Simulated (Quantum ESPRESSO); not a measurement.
# Strain and stress in ZnMg7S8

Calculated results; nothing here was measured. They come from pw.x of Quantum ESPRESSO 7.5, a plane-wave density functional program, with PseudoDojo standard norm-conserving files (v0.5 for PBE, v0.4.1 for LDA and PBEsol). The cells are made up: elements, strain and atom displacements were drawn at random, and nothing was relaxed. There is no spin polarisation, spin-orbit coupling or dispersion term.

The cell has 16 sites of a zincblende or diamond lattice (two cubes along c). Sites 1 to 8 hold Zn Mg Mg Mg Mg Mg Mg Mg; sites 9 to 16 hold S S S S S S S S. Cell vectors in Å: (5.759, 0.082, -0.068); (0.082, 5.714, -0.059); (-0.135, -0.118, 11.733). Settings: PBE, cutoff 1143 eV, 4 x 4 x 2 k mesh shifted by half a step, Fermi-Dirac smearing of 0.025 eV.

Each run adds the same linear strain along x, y and z to one cell, with the atoms carried along; the vectors above are those of run 5. Stress is positive in tension and P is minus a third of its trace. E is the free energy for each atom above the lowest run shown. The last column is band 70 less band 69 at Gamma, from a band step after each run.

```
run,strain (%),s_xx (GPa),s_yy (GPa),s_zz (GPa),s_xy (GPa),P (GPa),E (meV/atom),level step at Gamma (eV)
1,-2.41,-2.21,-2.29,-1.72,2.27,2.07,4.41,3.124
2,-1.73,-0.93,-1.03,-0.42,2.09,0.79,0.21,3.033
3,-0.87,0.54,0.42,1.06,1.88,-0.67,0.00,2.919
4,-0.62,0.93,0.81,1.46,1.82,-1.06,0.96,2.886
6,1.38,3.64,3.48,4.19,1.40,-3.77,23.27,2.630
7,1.77,4.08,3.92,4.64,1.32,-4.21,30.41,2.581
5,0.40,?,?,?,?,?,?,?
```

A rerun of one of these cells at 1437 eV and k mesh 6 x 6 x 4 moved values by no more than 0.004 eV in the cell's energy, 0.02 GPa in stress and 0.018 eV/Å in force.

## Worked fit

A parabola through the six runs shown gives P = -1.99 - 1.43 e + 0.104 e² GPa, with e in per cent and a scatter of 0.01 GPa. A linear strain of 1 % changes the volume by about 3 %, so the bulk modulus of this cell with clamped atoms is about 48 ± 1 GPa at e = 0. The error is the larger of the fit's own and the change that a cubic makes, rounded up.

## Withheld run

Question: what P should run 5 give?

The fit gives -2.55 GPa. The calculation gave -2.54 GPa.

```
run  strain (%)  s_xx (GPa)  s_yy (GPa)  s_zz (GPa)  s_xy (GPa)  P (GPa)  E (meV/atom)  level step at Gamma (eV)
  5        0.40        2.40        2.27        2.95        1.59    -2.54          9.18                     2.754
```